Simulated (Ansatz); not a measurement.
**How long does this Ansatz run take?**

```yaml
crystal:
  lattice:
    - [9.3071916586, -2.4536619086, 0.0]
    - [9.3071916586, 2.4536619086, 0.0]
    - [-2.9047693741, 0.0, 7.3147779071]
  atoms:
    - { symbol: Ca, position: [0.5, 0.5, 0.5] }
    - { symbol: Ca, position: [0.0375635, 0.0375635, 0.23709] }
    - { symbol: Ca, position: [0.9624365, 0.9624365, 0.76291] }
    - { symbol: Ca, position: [0.327267, 0.327267, 0.551924] }
    - { symbol: Ca, position: [0.672733, 0.672733, 0.448076] }
    - { symbol: Ca, position: [0.413074, 0.413074, 0.013571] }
    - { symbol: Ca, position: [0.586926, 0.586926, 0.986429] }
    - { symbol: Ca, position: [0.1939, 0.1939, 0.820033] }
    - { symbol: Ca, position: [0.8061, 0.8061, 0.179967] }
    - { symbol: Mn, position: [0.192923, 0.192923, 0.200019], spin: 4.0 }
    - { symbol: Mn, position: [0.807077, 0.807077, 0.799981], spin: 4.0 }
    - { symbol: "N", position: [0.1091605, 0.1091605, 0.002226] }
    - { symbol: "N", position: [0.8908395, 0.8908395, 0.997774] }
    - { symbol: "N", position: [0.182517, 0.182517, 0.4063] }
    - { symbol: "N", position: [0.817483, 0.817483, 0.5937] }
    - { symbol: "N", position: [0.2843175, 0.2843175, 0.188527] }
    - { symbol: "N", position: [0.7156825, 0.7156825, 0.811473] }
    - { symbol: "N", position: [0.463581, 0.463581, 0.751792] }
    - { symbol: "N", position: [0.536419, 0.536419, 0.248208] }
magnetization:
  spin_polarized: true
kpoints:
  mp_grid: { grid: [7, 7, 5] }
scf:
  occupations: { method: fermi_dirac, width: 0.05 }
hamiltonian:
  xc: r2scan
  pseudopotentials: { kind: paw }
output:
  forces: true
  stress: true
  populations: true
  efg:
    quadrupole_moments_barn: { Ca: -0.0408, Mn: 0.33, "N": 0.02044 }
    contact_densities: true
  write_density: true
  write_potential: true
  elf: true
  volumetric_format: npy
```

```sh
ansatz run input.yaml --threads 2 --pin off --max-ram 5120MiB --backend cpu --events-out ev --progress --plain --runs-dir out
```

It runs on 2 threads of Intel Xeon Processor @ 2.50GHz (Skylake/Cascade Lake) (x86_64; 62 cores open to the job, memory cap 5.0 GiB, no GPU), a shared host with a load of 0.9 a core.

(1) How much time and memory should be set aside?

Answers

(1) About 34 min of wall time (58 min of CPU time) and 4.3 GiB. The run holds 160 valence electrons in 103 bands, about 8469 plane waves a k-point and 72 irreducible k-points, and took 24 SCF iterations. Times on a shared host vary by tens of per cent.
